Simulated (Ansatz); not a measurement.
## Vibrational response of CdH$_{6}$

Level of theory: DFT PBE, scalar-relativistic, plane waves, PAW in Ansatz 0.2.0. Plane waves to 420 eV; Γ-centred k mesh 6×6×6; fixed occupations. No spin polarisation. Phonons by linear response, acoustic sum rule imposed.

Relaxed structure:
```xyz
7
Lattice="3.3886 1.9564 6.9402 -3.3886 1.9564 6.9402 0.0000 -3.9128 6.9402" Properties=species:S:1:pos:R:3 pbc="T T T"
Cd    0.0000    0.0000    0.0000
H     1.4614   -2.9181   10.1159
H    -3.2579    0.1934   10.1159
H     1.7964    2.7247   10.1159
H    -1.4614    2.9181   10.7046
H     3.2579   -0.1934   10.7046
H    -1.7964   -2.7247   10.7046
```

The cell was found from a structure generator's guess, not taken from experiment. No dispersion correction is applied, so modes and constants that involve weak contacts between layers, chains or molecules come out too soft.

Q: Is this structure stable against zone-centre distortions?

A: No: 5 of the 18 optical modes are imaginary.

Q: List the optical modes at Γ without the LO field (i marks imaginary ones).

A:
```
frequency (cm⁻¹)  degeneracy  IR intensity of the level ((D/Å)²/amu)
             55i           2                                    0.00
             25i           1                                    0.00
             19i           2                                    0.00
              64           2                                    0.01
              68           1                                    0.00
              73           1                                    0.00
             106           2                                    0.00
             106           2                                    0.00
             145           1                                    0.00
             145           1                                    0.00
            4295           2                                    0.00
            4296           1                                    0.00
```
